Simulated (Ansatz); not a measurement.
GaAs:
```yaml
crystal:
  lattice:
    - [7.08628, 0.00000, 0.00000]
    - [0.00000, 7.08628, 0.00000]
    - [0.00000, 0.00000, 7.08628]
  atoms:
    - { symbol: Ga, position: [0.25000, 0.00000, 0.50000] }
    - { symbol: Ga, position: [0.50000, 0.25000, 0.00000] }
    - { symbol: Ga, position: [0.50000, 0.75000, 0.00000] }
    - { symbol: Ga, position: [0.75000, 0.00000, 0.50000] }
    - { symbol: Ga, position: [0.00000, 0.50000, 0.75000] }
    - { symbol: Ga, position: [0.00000, 0.50000, 0.25000] }
    - { symbol: As, position: [0.25000, 0.50000, 0.00000] }
    - { symbol: As, position: [0.00000, 0.25000, 0.50000] }
    - { symbol: As, position: [0.00000, 0.75000, 0.50000] }
    - { symbol: As, position: [0.75000, 0.50000, 0.00000] }
    - { symbol: As, position: [0.50000, 0.00000, 0.75000] }
    - { symbol: As, position: [0.50000, 0.00000, 0.25000] }
```

Relaxed with PBE. Special points in fractions of this cell's reciprocal vectors: Γ (0.000, 0.000, 0.000); X (0.000, 0.500, 0.000); M (0.500, 0.500, 0.000); R (0.500, 0.500, 0.500).

**Question.** List the band energies nearest the Fermi level at these points for PBE with spin–orbit coupling (plane waves, PAW; program Ansatz).

**Answer.** In eV from the Fermi level; about four levels below and three above (degenerate sets whole), none deeper than 8.9 eV; points with the same levels are listed once.

```
k                                            below                                    above
-  -----------------------------------------------  ---------------------------------------
Γ                              0.00 0.00 0.00 0.00                      0.78 0.78 0.78 0.78
X                          -0.40 -0.40 -0.40 -0.40                      0.73 0.73 0.73 0.73
M                          -0.94 -0.94 -0.45 -0.45                      1.54 1.54 1.61 1.61
R  -1.63 -1.63 -1.63 -1.63 -1.63 -1.63 -1.63 -1.63  2.73 2.73 2.73 2.73 2.73 2.73 2.73 2.73
```

Space group Pm-3n. The start of the workflow was typed in or built on a structure type; neither database checked (COD, Materials Project) lists it. It is not the phase usual at ambient conditions (space group No. 216). The PBE relaxation kept the symmetry of its start; its stability against distortions is not shown here. The volume moved by 27 % from the start of the relaxation. The Fermi level of a semimetal is unsure by some 0.05 eV on such meshes.

Potentials: the later of the program's two PAW sets.
